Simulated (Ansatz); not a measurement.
Here is the system:

C:
```xyz
1
Lattice="0.0000 1.5053 1.5053 1.5053 0.0000 1.5053 1.5053 1.5053 0.0000" Properties=species:S:1:pos:R:3 pbc="T T T"
C      0.0000     0.0000     0.0000
```

This is the LDA-relaxed structure.

Problem. All from LDA (plane waves, PAW; program Ansatz), unless another level is named. Give the electronic character.

Solution. metallic (no gap).

Problem. Next, the density of states at the Fermi level?

Solution. 0.37 states/eV per atom (mean over ±0.08 eV).

Space group Fm-3m (fcc (Cu type)). The start of the workflow was typed in or built on a structure type; neither database checked (COD, Materials Project) lists it. It is not the phase usual at ambient conditions (space group No. 194, 227). Symmetry was held in the LDA relaxation. At this level the phase is mechanically unstable. The volume moved by -40 % from the start of the relaxation.

Potentials: the earlier of the program's two PAW sets. The files were generated under PBE; for other functionals the program regenerates the frozen cores, and for LDA and PBEsol the local potential too.
